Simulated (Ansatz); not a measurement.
ZnSn3 (I4/mmm): electronic heat capacity and spin susceptibility from the density of states

Method: DFT r2SCAN, scalar-relativistic, plane waves, PAW in Ansatz.

Settings: cutoff 500 eV, Γ-centred mesh 14×14×14 on the computed 4-atom cell, Gaussian smearing of 0.10 eV; no spin polarisation.

Relaxed cell: I4/mmm, a = 4.359 Å, b = 4.359 Å, c = 10.401 Å, α = 90.00°, β = 90.00°, γ = 90.00°, 4 atoms in the primitive cell. Whether it is the stable form of this composition wasn't checked.

The density of states at the Fermi level is 1.815 states/eV in the cell of 4 atoms (1 formula unit; both spins, tetrahedra on a 21×21×21 mesh).

Q: What Sommerfeld coefficient and Pauli susceptibility does this give?

A: Per formula unit N(E_F) = 1.815 states/eV. γ = (π²/3) k_B² N(E_F) N_A = 2.357 mJ/(mol K²) per state/eV, so γ = 4.3 mJ/(mol K²), a mole of formula units. χ_P = μ_B² N(E_F) N_A = 3.23×10⁻⁵ emu/mol per state/eV gives 5.9×10⁻⁵ emu/mol. This is the bare band result: a measured γ of the same phase is as a rule larger by a factor 1 + λ from phonons and spin fluctuations, the spin part of χ is larger by the Stoner factor, and a measured χ also holds orbital and core terms. N(E_F) at one energy is sensitive to the mesh where the density of states has sharp peaks.